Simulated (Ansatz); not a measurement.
## Stability checks on a candidate for CsSmF4

The structure comes from a generated guess, relaxed at this level; another structure or a mixture of phases may lie lower.

Computed with DFT PBE, scalar-relativistic, plane waves, PAW, and for the lanthanide a 4f-in-core norm-conserving potential (Ansatz 0.2.0). The final run on the 6-atom cell used 690 eV, a Γ-centred 6×6×4 mesh, 0.02 eV smearing and no spin polarisation.

```cif
data_structure
_symmetry_space_group_name_H-M 'P4/mmm'
_symmetry_Int_Tables_number 123
_cell_length_a 3.9970
_cell_length_b 3.9970
_cell_length_c 7.0557
_cell_angle_alpha 90.000
_cell_angle_beta 90.000
_cell_angle_gamma 90.000
_cell_volume 112.72
loop_
_atom_site_label
_atom_site_type_symbol
_atom_site_symmetry_multiplicity
_atom_site_Wyckoff_symbol
_atom_site_fract_x
_atom_site_fract_y
_atom_site_fract_z
_atom_site_occupancy
Cs1 Cs 1 d 0.50000 0.50000 0.50000 1
Sm1 Sm 1 a 0.00000 0.00000 0.00000 1
F1 F 4 i 0.50000 0.00000 0.81714 1
```

The zero of energy is the elements' standard structures at the same level (F₂ as a molecule); no fitted shifts are applied.

Problem. These tests were run: energy against the elements; phonons on a 2×2×1 q mesh; elastic tensor. What do they show?

Solution.

| test | result |
| --- | --- |
| energy against the elements | −3.629 eV/atom |
| phonons on a 2×2×1 q mesh | no imaginary mode on the mesh |
| elastic tensor | least eigenvalue 18 GPa |

It fails none of these tests. Other phases of the system weren't compared here, so this isn't yet thermodynamic stability.

The run for the phonons used a 6×6×4 k mesh. The run for the elastic tensor used a 6×6×4 k mesh.

The lanthanide is trivalent by construction, without f bands, f moments or other valences. The reference runs of the other elements, and any phases without the lanthanide, used 420 eV, which shifts energies against them by under 10 meV/atom. The lanthanide's reference is the lowest of its hcp, dhcp and fcc cells.
